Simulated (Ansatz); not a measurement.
Method: DFT PBE, scalar-relativistic, plane waves, PAW in Ansatz. All cells share a 420 eV cutoff and Γ-centred k meshes spaced about 0.3 Å⁻¹ or finer (0.25 for metals, 2π included). No spin polarisation.

Relaxed structures of CaGe2N3, with energies over the first row. Coordination counts N atoms around Ca and Ge (those within 1.25 times the shortest such distance or 1.15 times the sum of covalent radii, 1.27 where that leaves under three; a plus sign parts nearer from farther groups; a slash parts the counts of unlike sites).

```csv
#,form,sites,V (Å³/atom),coordination,ΔE (meV/atom)
1,Cmc2_1,"Ca 4a; Ge 8b; N 8b, 4a",13.9,"Ca 5, Ge 4",0
2,P3m1,"Ca 1b; Ge 1a, 1c; N 1a, 1c, 1b",14.5,"Ca 3+1, Ge 1+3/4",179
```

A further structure, relaxed alike:

```cif
data_structure
_symmetry_space_group_name_H-M 'I4/mmm'
_symmetry_Int_Tables_number 139
_cell_length_a 3.9124
_cell_length_b 3.9124
_cell_length_c 9.9491
_cell_angle_alpha 90.000
_cell_angle_beta 90.000
_cell_angle_gamma 90.000
_cell_volume 152.29
loop_
_atom_site_label
_atom_site_type_symbol
_atom_site_symmetry_multiplicity
_atom_site_Wyckoff_symbol
_atom_site_fract_x
_atom_site_fract_y
_atom_site_fract_z
_atom_site_occupancy
Ca1 Ca 2 a 0.00000 0.00000 0.00000 1
Ge1 Ge 4 e 0.50000 0.50000 0.18769 1
N1 N 2 b 0.50000 0.50000 0.00000 1
N2 N 4 d 0.00000 0.50000 0.25000 1
```

Question: Where does it fall in the ranking, and at what energy?

Answer: It falls between rows 1 and 2, 153 meV/atom above row 1, with space group I4/mmm (No. 139) and 12.7 Å³/atom. Counting N atoms around Ca and Ge, this cell has Ca 4+8, Ge 1+4 and row 1 has Ca 5, Ge 4. Ca is surrounded by 4 N at 2.77 Å, 2 Ge at 3.11 Å and 8 N at 3.16 Å; Ge is surrounded by 1 N at 1.87 Å, 4 N at 2.05 Å, 4 Ge at 3.03 Å and 1 Ca at 3.11 Å; around N on a site of symmetry 4/mmm lie 2 Ge at 1.87 Å and 4 Ca at 2.77 Å; around N on a site of symmetry -4m2 lie 4 Ge at 2.05 Å, 4 N at 2.77 Å, 4 Ca at 3.16 Å and 4 N at 3.16 Å.

For metals, differences of a few meV/atom aren't resolved. In I4/mmm, P3m1 an odd number of electrons in the primitive cell allows no gap without spin; a larger cell or a magnetic state could open one. With atoms moved at random, row 1 (by 60 meV/atom) fell into a lower structure. Row 2 and the further cell had no clear such test and can be saddle points.
